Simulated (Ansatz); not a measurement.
**BiMo: frozen-core PAW against all-electron methods**

```yaml
crystal:
  lattice:
    - [0.00000, 2.84448, 2.84448]
    - [2.84448, 0.00000, 2.84448]
    - [2.84448, 2.84448, 0.00000]
  atoms:
    - { symbol: Mo, position: [0.00000, 0.00000, 0.00000] }
    - { symbol: Bi, position: [0.50000, 0.50000, 0.50000] }
```

Atoms are numbered in the order listed.

The conventional cell has a = 5.689 Å, b = 5.689 Å, c = 5.689 Å, α = 90.00°, β = 90.00°, γ = 90.00°. Around Mo (atom 1) lie 6 Bi at 2.84 Å. Bi (atom 2) has 6 Mo at 2.84 Å as nearest neighbours.

The cell was built from the rocksalt type and relaxed in the same program, and has space group Fm-3m; it needn't be a known or the stable phase.

Spin polarisation is left out, and whether a magnetic state lies lower isn't shown here.

All numbers are computed: DFT, PBE, PAW with Ansatz's default frozen-core files, fully relativistic files with spin-orbit coupling (Ansatz 0.2.0); DFT, PBE, all-electron LAPW, Dirac equation with spin-orbit coupling (Ansatz 0.2.0).

For PAW: a Γ-centred 12×12×12 k mesh, Fermi–Dirac smearing of 0.05 eV, cutoff 420 eV, no spin polarisation. LAPW targets a basis error of 0.25 meV/atom. The Ansatz runs share mesh, smearing and spin set-up. Plane-wave (PAW) pressures include the program's estimate of the Pulay term.

Stress and pressure are positive in compression.

Levels count from the Fermi level.

PAW results:

```tsv
quantity	PAW
pressure (GPa)	-0.02
highest filled level at Γ (eV)	-0.560
lowest empty level at Γ (eV)	2.344
highest filled level at X (eV)	-0.061
lowest empty level at X (eV)	0.350
highest filled level at U (eV)	-0.674
lowest empty level at U (eV)	0.147
```

Task: What does LAPW (all electrons) give for the same quantities?

Result: 
```tsv
quantity	LAPW
pressure (GPa)	0.00
highest filled level at Γ (eV)	-0.559
lowest empty level at Γ (eV)	2.343
highest filled level at X (eV)	-0.060
lowest empty level at X (eV)	0.350
highest filled level at U (eV)	-0.674
lowest empty level at U (eV)	0.147
```
